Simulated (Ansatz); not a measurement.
Starting cell, CuI (zinc blende):

```yaml
crystal:
  lattice:
    - [0.00000, 3.01151, 3.01151]
    - [3.01151, 0.00000, 3.01151]
    - [3.01151, 3.01151, 0.00000]
  atoms:
    - { symbol: I, position: [0.75000, 0.75000, 0.75000] }
    - { symbol: Cu, position: [0.00000, 0.00000, 0.00000] }
```

Two-dimensional scan of atom 1 (I, nearest neighbour Cu at 2.608 Å; its periodic images, 4.3 Å or more away, move with it): u runs along (1.000, 0.000, 0.000), v along (0.000, 1.000, 0.000) (Cartesian). Cell and other atoms are fixed.

These are r2SCAN (plane waves to 500 eV, PAW, scalar-relativistic; Ansatz, a quantum-chemistry and plane-wave program) values and carry that method's errors. k mesh 8×8×8 (Γ-centred), Fermi-Dirac smearing 0.05 eV. Energies are smeared free energies. Points where atoms come too close for the PAW data are left out (x in tables, blank in figures). CuI is run without spin polarisation. CuI was relaxed with its symmetry unable to fall. Spin-orbit coupling is left out, though I is heavy.

Changes of ΔE (meV/cell) from the point u = 0.000 Å, v = 0.000 Å when one coordinate moves alone (two changes are said to add if the coupling is within 5 % of the smaller one, nearly so within 20 %):

```json
[
 {"point": "u = 0.000 Å, v = -0.650 Å", "change": "564.3"},
 {"point": "u = 0.000 Å, v = -0.433 Å", "change": "250.0"},
 {"point": "u = 0.000 Å, v = -0.217 Å", "change": "61.9"},
 {"point": "u = -0.650 Å, v = 0.000 Å", "change": "564.3"},
 {"point": "u = -0.433 Å, v = 0.000 Å", "change": "250.0"},
 {"point": "u = -0.217 Å, v = 0.000 Å", "change": "61.9"},
 {"point": "u = 0.217 Å, v = 0.000 Å", "change": "61.9"},
 {"point": "u = 0.433 Å, v = 0.000 Å", "change": "250.0"},
 {"point": "u = 0.650 Å, v = 0.000 Å", "change": "564.3"},
 {"point": "u = 0.000 Å, v = 0.217 Å", "change": "61.9"},
 {"point": "u = 0.000 Å, v = 0.433 Å", "change": "250.0"},
 {"point": "u = 0.000 Å, v = 0.650 Å", "change": "564.3"}
]
```

### Question
Do the two effects add at u = -0.217 Å, v = 0.650 Å? Give the computed change.

### Answer
The sum of the single changes is 61.9 + (564.3) = 626.2; the calculation gives 777.0, so the coupling contributes 150.8 (over 20 % of the smaller single change, not additive).

### Question
Do the two effects add at u = -0.650 Å, v = -0.433 Å? Give the computed change.

### Answer
The sum of the single changes is 564.3 + (250.0) = 814.3; the calculation gives 1415.4, so the coupling contributes 601.1 (over 20 % of the smaller single change, not additive).

(A displaced cell: forces are minus the slopes of the energy, force constants its curvatures, and phonons follow from these.)
